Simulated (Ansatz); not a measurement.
# NiGe, first-principles data

NiGe:
```cif
data_GeNi
_chemical_formula_sum 'Ni1 Ge1'
_space_group_name_H-M_alt 'P 1'
_space_group_IT_number 1
_cell_length_a 2.92916
_cell_length_b 2.92916
_cell_length_c 2.92916
_cell_angle_alpha 90.000
_cell_angle_beta 90.000
_cell_angle_gamma 90.000
loop_
_space_group_symop_operation_xyz
  'x, y, z'
loop_
_atom_site_label
_atom_site_type_symbol
_atom_site_fract_x
_atom_site_fract_y
_atom_site_fract_z
_atom_site_occupancy
Ni1 Ni 0.00000 0.00000 0.00000 1
Ge1 Ge 0.50000 0.50000 0.50000 1
```

Space group Pm-3m (No. 221), CsCl type; conventional cell a = 2.9292 Å, b = 2.9292 Å, c = 2.9292 Å, α = 90.00°, β = 90.00°, γ = 90.00°.

Method: PBEsol (plane waves, PAW; program Ansatz). Structure relaxed to zero pressure with the same functional. Other levels are named where they apply.

### Cell and energy

```
Property                                                       Value
-----------------------------------------------------  -------------
Volume per atom                                             12.57 Å³
Density                                                   8.68 g/cm³
Formation energy from the elements (no fitted shifts)  -0.12 eV/atom
```

### Electronic structure

```
Quantity                                                                     Value
------------------------------------  --------------------------------------------
Electronic character                                             metallic (no gap)
Density of states at the Fermi level  0.49 states/eV per atom (mean over ±0.08 eV)
Gap with spin–orbit coupling                                       none (metallic)
```

### Magnetism

```
Item                                               Value
--------------  ----------------------------------------
Magnetic order  non-magnetic (starting moments vanished)
```

### Mechanics

```
Property                                                                       Value
--------------------------------------------  --------------------------------------
Bulk modulus (Birch–Murnaghan fit)                                           154 GPa
Pressure derivative B′                                                           4.9
Elastic constants (relaxed ions, GPa)               C11 = 181, C12 = 141, C44 = 16.3
Mechanical stability                          stable (all eigenvalues of C positive)
Hill bulk and shear moduli                                          155 and 17.6 GPa
Young's modulus                                                             50.8 GPa
Poisson's ratio                                                                 0.45
Debye temperature from the elastic constants                                   207 K
```

### Phonons

```
Item                                           Result
-----------------------------  ----------------------
Highest zone-centre frequency                149 cm⁻¹
Zone-centre stability          no imaginary mode at Γ
```

A made-up cell: these elements were put on the sites of a structure type; neither database checked (COD, Materials Project) lists it. COD files the formula under space group No. 62. Its standing as an ambient phase is unchecked. Symmetry was held in the PBEsol relaxation. The workflow began spin-polarised and lost its moments. As this level gives no gap, shear constants depend on the k-mesh and smearing (Fermi–Dirac, 0.1 eV here). As this level gives no gap, phonon frequencies hold no LO–TO term and depend on the k-mesh and smearing (Fermi–Dirac, 0.1 eV here). The references are the lowest solids computed at this level, not always the standard phases. Spin–orbit coupling is left out wherever it is not named.

Potentials: the earlier of the program's two PAW sets. The files were generated under PBE; for other functionals the program regenerates the frozen cores, and for LDA and PBEsol the local potential too.
